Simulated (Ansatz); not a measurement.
**Elastic constants of ZnSe₂: input and output**

Method: DFT PBEsol, scalar-relativistic, plane waves, PAW (Ansatz).

Launched with:
```bash
ansatz run input.yaml --threads 4 --pin off --max-ram 12288MiB --backend cpu --events-out ev --progress --plain --runs-dir out
```

Input (bare energies are in eV):
```yaml
crystal:
  lattice:
    - [6.2388487514, 0.0, 0.0]
    - [0.0, 6.2388487514, 0.0]
    - [0.0, 0.0, 6.2388487514]
  atoms:
    - { symbol: Zn, position: [0.5, 0.5, 0.0] }
    - { symbol: Zn, position: [0.5, 0.0, 0.5] }
    - { symbol: Zn, position: [0.0, 0.5, 0.5] }
    - { symbol: Zn, position: [0.0, 0.0, 0.0] }
    - { symbol: Se, position: [0.109966477, 0.890033523, 0.390033523] }
    - { symbol: Se, position: [0.890033523, 0.390033523, 0.109966477] }
    - { symbol: Se, position: [0.390033523, 0.109966477, 0.890033523] }
    - { symbol: Se, position: [0.609966477, 0.609966477, 0.609966477] }
    - { symbol: Se, position: [0.890033523, 0.109966477, 0.609966477] }
    - { symbol: Se, position: [0.109966477, 0.609966477, 0.890033523] }
    - { symbol: Se, position: [0.609966477, 0.890033523, 0.109966477] }
    - { symbol: Se, position: [0.390033523, 0.390033523, 0.390033523] }
basis:
  ecutwfc: 420
kpoints:
  mp_grid: { grid: [4, 4, 4] }
hamiltonian:
  xc: pbesol
scf:
  occupations: { method: fixed }
output:
  forces: true
  stress: true
  eigenvalues: true
elastic:
  mode: relaxed_ion
  stencil: two_point
```

From the output:
```
--- Elastic constants: 2 strain directions × 2 members + reference (group order 24) ---
  dense FFT box of the reference and of every strained cell: 45×45×45
  strains applied: 11, 23; error gains: componentwise 1.00 (the most a stress slope's error grows in a printed constant), spectral 1.73 (1 for all six strains in a standard setting)
  C = ∂σ_k/∂η_j (tension-positive GPa; Voigt order 11 22 33 23 13 12):
        95.310     55.120     55.120      0.000     -0.000     -0.000
        55.120     95.310     55.120      0.000     -0.000     -0.000
        55.120     55.120     95.310      0.000     -0.000     -0.000
        -0.000      0.000     -0.000     39.352      0.000     -0.000
         0.000     -0.000     -0.000      0.000     39.352     -0.000
         0.000     -0.000      0.000      0.000     -0.000     39.352
  reference stress σ⁰ (GPa):     -0.002     -0.002     -0.002     -0.000     -0.000     -0.000
  C* (energy form; C + prestress term) asymmetry max|C*_kj − C*_jk| = 5.103e-4 GPa — a small one proves nothing (zero by symmetry where the batch's group is 432, −43m or m−3m); a large one is finite-difference/SCF noise where every solve ...
  moduli (Voigt/Reuss/Hill, GPa): K = 68.52/68.52/68.52   G = 31.65/28.45/30.05   E = 78.65   ν = 0.309
  mechanically stable: yes (min eigenvalue of sym C = 39.35 GPa)
  strain η (Voigt 11):  stress-route row diagonal C_11 = 95.31 GPa, energy-path curvature d²(F+E_count+ΔE)/dδ²/Ω₀ = 95.41 GPa
         δ    σ_11 (GPa) F (eV) n_scf n_hpsi n_pw
    -2.000e-3      -0.1953      -56521.3512968       2   20867   4756   relax 3 steps, max|allowed force component| 2.24e-6 eV/Å
     2.000e-3       0.1860      -56521.3513312       2   20867   4780   relax 3 steps, max|allowed force component| 2.76e-7 eV/Å
  strain η (Voigt 23):  stress-route row diagonal C_44 = 39.35 GPa, energy-path curvature d²(F+E_count+ΔE)/dδ²/Ω₀ = 39.67 GPa
         δ    σ_23 (GPa) F (eV) n_scf n_hpsi n_pw
    -2.000e-3      -0.0787      -56521.3514795       7   39237   4780   relax 4 steps, max|allowed force component| 5.33e-6 eV/Å
     2.000e-3       0.0787      -56521.3514795       6   35645   4780   relax 3 steps, max|allowed force component| 1.34e-5 eV/Å
```

It took 3.7 min on 4 threads of Arm Neoverse V2 (shared host), peak memory 1.3 GiB.